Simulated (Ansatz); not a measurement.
InPt$_{3}$C (anti-perovskite, Pm-3m), plane-wave PAW PBE (Ansatz code), all energies at zero smearing, with the estimated change up to a 700 eV cutoff added, with one set of potentials and settings (totals compare only within such a set). Cell of 5 atoms (1 In, 3 Pt, 1 C): -43416.603 eV.

| element | reference phase | E (eV/atom) |
|---|---|---|
| In | I4/mmm, 1 atoms in the cell | -5597.8481 |
| Pt | Fm-3m, 1 atoms in the cell | -12523.0127 |
| C | P6_3/mmc, 4 atoms in the cell | -250.9479 |

Formation energy per atom, worked out: (-43416.603 − 1×(-5597.8481) − 3×(-12523.0127) − 1×(-250.9479))/5 = 0.246 eV/atom (24 kJ per mol of atoms), at 0 K, without zero-point energy or fitted corrections.

The start of the workflow was typed in or built on a structure type; neither database checked (COD, Materials Project) lists it. Whether it is the stable phase at ambient conditions was not checked. Symmetry was held in the PBE relaxation; its stability against distortions is not shown here. No spin polarisation was allowed. Its formation energy is positive at this level, so the cell may be metastable or incomplete. The references are the lowest solids computed at this level, not always the standard phases. Scalar-relativistic: spin–orbit coupling is off unless named, which matters more the heavier the elements.

Potentials: the later of the program's two PAW sets.
